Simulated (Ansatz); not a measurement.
## Does relaxation matter for the field gradients of MgS with Cl replacing S?

Start: a supercell of MgS (rock salt type, Fm-3m) built from a computed structure from the Materials Project (it need not be an observed phase), with all atoms left at the host's positions.

Space group Fm-3m (No. 225); a = 15.6264 Å.

| site | Wyckoff | site symmetry | x | y | z |
| --- | --- | --- | --- | --- | --- |
| Mg1 | 32f | .3m | 0.3333 | 0.8333 | 0.8333 |
| Mg2 | 24e | 4m.m | 0.5000 | 0.0000 | 0.8333 |
| Mg6 | 48h | m.m2 | 0.8333 | 0.1667 | 0.0000 |
| Mg27 | 4a | m-3m | 0.0000 | 0.5000 | 0.5000 |
| Cl | 4b | m-3m | 0.5000 | 0.0000 | 0.0000 |
| S29 | 48i | m.m2 | 0.6667 | 0.1667 | 0.0000 |
| S32 | 32f | .3m | 0.8333 | 0.1667 | 0.1667 |
| S42 | 24e | 4m.m | 0.0000 | 0.5000 | 0.3333 |

One atom of each set is listed; the run and its k-mesh use a cell of 54 atoms with edges of 11.05, 11.05, 11.05 Å.

Level of theory: DFT, PBE, plane waves and PAW, scalar-relativistic, collinear spin, 420 eV cutoff, Γ-centred 2×2×2 k-points, Fermi–Dirac smearing 0.01 eV (Ansatz 0.2.0). Start moments as typed (μB): 1 on each Cl, none on the rest.

The largest force at the start is 0.99 eV/Å. Relaxing the ions at fixed cell moves them by 0.132 Å at most (atom 5, Mg) and 0.047 Å rms.

```tsv
site	moved (Å)	first shell before	first shell after	V_zz before (10²¹ V/m²)	η before
Mg1	0.007	6 S at 2.60 Å	6 S at 2.60–2.61 Å	-0.005	0.00
Mg2	0.132	5 S at 2.60 Å, 1 Cl at 2.60 Å	5 S at 2.50–2.59 Å, 1 Cl at 2.74 Å	0.91	0.00
Mg6	0.005	6 S at 2.60 Å	6 S at 2.60–2.62 Å	-0.065	0.27
Cl	0.000	6 Mg at 2.60 Å	6 Mg at 2.74 Å	0.00	–
S29	0.028	6 Mg at 2.60 Å	6 Mg at 2.59–2.62 Å	1.60	0.00
S32	0.004	6 Mg at 2.60 Å	6 Mg at 2.60 Å	-0.27	0.00
S42	0.028	6 Mg at 2.60 Å	6 Mg at 2.50–2.61 Å	0.096	0.00
```

Problem. What are V_zz and η after the relaxation?

Solution. 

```json
{"site": "Mg1", "V_zz after": "-0.024", "η after": "0.00", "change of V_zz": "-0.02"}
{"site": "Mg2", "V_zz after": "0.67", "η after": "0.00", "change of V_zz": "-0.24"}
{"site": "Mg6", "V_zz after": "-0.14", "η after": "0.11", "change of V_zz": "-0.07"}
{"site": "Cl", "V_zz after": "0.00", "η after": "–", "change of V_zz": "0.00"}
{"site": "S29", "V_zz after": "-0.63", "η after": "0.37", "change of V_zz": "–"}
{"site": "S32", "V_zz after": "-0.15", "η after": "0.00", "change of V_zz": "+0.12"}
{"site": "S42", "V_zz after": "-0.14", "η after": "0.00", "change of V_zz": "-0.24"}
```

The largest change of V_zz along a kept axis is on Mg2, from 0.91 to 0.67. The whole tensor moves most on S29, by 1.17 along its most changed direction. V_zz changes sign on S42 (same axis). On S29 the largest principal value lies along another axis in the second run, so the two V_zz can't be compared directly. Other sites without a gradient aren't listed.

The defect repeats with the cell of 54 atoms, so it feels its images: sites between two images don't show the values beside a lone defect, and zeros or small values of η there can come from the images' arrangement. The defect cell has no gap above 0.1 eV on its mesh, so the values can hang on the smearing and the k-mesh. The start moments die out, and the run ends without spin.
Before: The neighbours have not yet relaxed around the defect (largest force 0.99 eV/Å), so a real crystal will differ.
After: The relaxation keeps the site symmetry m-3m of the start, so the impurity can't leave its site; a distortion that would localise the partly filled state isn't explored.
